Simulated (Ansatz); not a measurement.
Relaxed CaPbF$_{6}$ (space group Fm-3m):

```
CELL_PARAMETERS angstrom
      0.00000     4.24549     4.24549
      4.24549     0.00000     4.24549
      4.24549     4.24549     0.00000
ATOMIC_POSITIONS crystal
  Ca 0.50000 0.50000 0.50000
  Pb 0.00000 0.00000 0.00000
  F  0.75822 0.75822 0.24178
  F  0.24178 0.24178 0.75822
  F  0.24178 0.75822 0.75822
  F  0.75822 0.24178 0.24178
  F  0.75822 0.24178 0.75822
  F  0.24178 0.75822 0.24178
```

The atoms are displaced by Q × the pattern below (from a DFPT mode at Γ, largest move 1; Q in Å), at fixed cell. It is one choice among 2 degenerate patterns.

```
atom       x       y       z
----  ------  ------  ------
F3     0.000   0.000   1.000
F4     0.000   0.000  -1.000
F5    -0.354   0.000   0.000
F6     0.354   0.000   0.000
F7     0.000  -0.646   0.000
F8     0.000   0.646   0.000
```

Atoms not listed stay in place.

Calculation: LDA (plane waves to 420 eV, PAW, scalar-relativistic; Ansatz, a first-principles code). k mesh 7×7×7 (Γ-centred), Fermi-Dirac smearing 0.05 eV. Energies are smeared free energies. CaPbF6 was relaxed with its symmetry unable to fall. Spin-orbit coupling is left out, though Pb is heavy. The zero of ΔE is the undisplaced structure.

```csv
Q (Å),ΔE (meV/cell)
-0.1000,224.1
-0.0833,155.4
-0.0667,99.4
-0.0500,withheld
-0.0333,24.9
-0.0167,6.3
0.0000,0.0
0.0167,6.3
0.0333,25.4
0.0500,57.7
0.0667,103.4
0.0833,163.2
0.1000,237.6
```

Question: Fit a polynomial form (powers 2, 3, 4) to the given rows and predict ΔE at Q = -0.0500.

Answer: Least squares on the 12 given rows: ΔE = (22610)·Q² + (6750)·Q³ + (48280)·Q⁴, in meV/cell with Q in Å; root-mean-square residual 0.08 meV/cell. At -0.0500 the fit gives 56.0 meV/cell; the calculation gives 56.0 meV/cell, the same to the digits shown. The quadratic term alone would give 56.5 meV/cell.

(A displaced cell: forces are minus the slopes of the energy, force constants its curvatures, and phonons follow from these.)
